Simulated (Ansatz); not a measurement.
**A vibration from a frozen displacement in Si**

Method: DFT r2SCAN, scalar-relativistic, plane waves, PAW (Ansatz 0.2.0). The runs took a 500 eV cutoff, a Γ-centred 12×12×12 mesh and Gaussian smearing (0.15 eV). No spin polarisation. Energies are free energies at this smearing, counted from the undisturbed cell; pressure is positive in compression.

Zero of the scan (relaxed at this level; this form isn't the usual structure):

```yaml
crystal:
  lattice:
    - [0.00000, 0.00000, -4.98760]
    - [2.62900, -4.55356, 0.00000]
    - [-5.25800, 0.00000, 0.00000]
  atoms:
    - { symbol: Si, position: [0.50000, 0.50000, 0.50000] }
    - { symbol: Si, position: [0.00000, 0.50000, 0.50000] }
    - { symbol: Si, position: [0.50000, 0.00000, 0.50000] }
    - { symbol: Si, position: [0.00000, 0.00000, 0.50000] }
    - { symbol: Si, position: [0.50000, 0.50000, 0.00000] }
    - { symbol: Si, position: [0.00000, 0.50000, 0.00000] }
    - { symbol: Si, position: [0.50000, 0.00000, 0.00000] }
    - { symbol: Si, position: [0.00000, 0.00000, 0.00000] }
```

Atom 1 (Si) is moved by x along the Cartesian unit vector (0.000, 0.000, 1.000); the cell and all other atoms stay fixed. The cell's volume is 119.42 Å³; the moved atoms weigh 28.085 u together and the others 196.595 u. Some rows repeat others by symmetry and weren't run.

| x (Å) | ΔE (meV/cell) | total force on the moved atoms along the move (eV/Å) | pressure (GPa) |
| --- | --- | --- | --- |
| -0.2000 | 140.66 | 1.5817 | 0.7270 |
| -0.1750 | 104.46 | 1.3177 | 0.5663 |
| -0.1500 | 74.58 | 1.0763 | 0.4276 |
| -0.1250 | 50.46 | 0.8568 | 0.3095 |
| -0.1000 | 31.57 | 0.6576 | 0.2114 |
| -0.0500 | 7.64 | 0.3090 | 0.0790 |
| 0.0000 | 0.00 | 0.0000 | 0.0356 |
| 0.0500 | 7.64 | -0.3090 | 0.0790 |
| 0.1000 | 31.57 | -0.6576 | 0.2114 |
| 0.1250 | 50.46 | -0.8568 | 0.3095 |
| 0.1500 | 74.58 | -1.0763 | 0.4276 |
| 0.1750 | 104.46 | -1.3177 | 0.5663 |
| 0.2000 | 140.66 | -1.5817 | 0.7270 |

**Question.** What frequency belongs to this motion?

**Answer.** The force constant is k = −dF/dx = 6.180 eV/Å², from the parabola through x = -0.0500, 0 and 0.0500. In every cell the moved atoms swing against the rest, so the mass is μ = m₁m₂/(m₁ + m₂) = 24.574 u, and ν̃ = 521.5 cm⁻¹ × √(|k|/μ) = 262 cm⁻¹. The pattern needn't be a normal mode: ν̃² is then a weighted mean of the squared nonzero frequencies at the zone centre of this cell, so it lies between the lowest and the highest of them.

**Question.** How far does the harmonic law reach?

**Answer.** At x = -0.200 Å, kx²/2 = 123.60 meV against the computed 140.66 meV (+13.8 %): the well stiffens in this direction at large amplitude.

**Question.** The pressure changes with x². What does that say about the frequency under compression?

**Answer.** With E = k(V)x²/2, k ∝ V^(−2γ) and x scaling with the cell as V^(1/3), P − P0 = −∂E/∂V = (2γ − 2/3) ΔE/V. At x = 0.1000 Å, V(P − P0) = 119.42 × 0.17578 / 160.2 eV = 131.02 meV and ΔE = 31.57 meV, so γ = 1/3 + V(P − P0)/(2ΔE) = 2.41. This is the Grüneisen parameter of the motion under uniform scaling of the cell: shrinking the cell evenly by 1 % in volume raises the frequency by about 2.41 %.

In a metal these slopes depend on the k mesh and the smearing.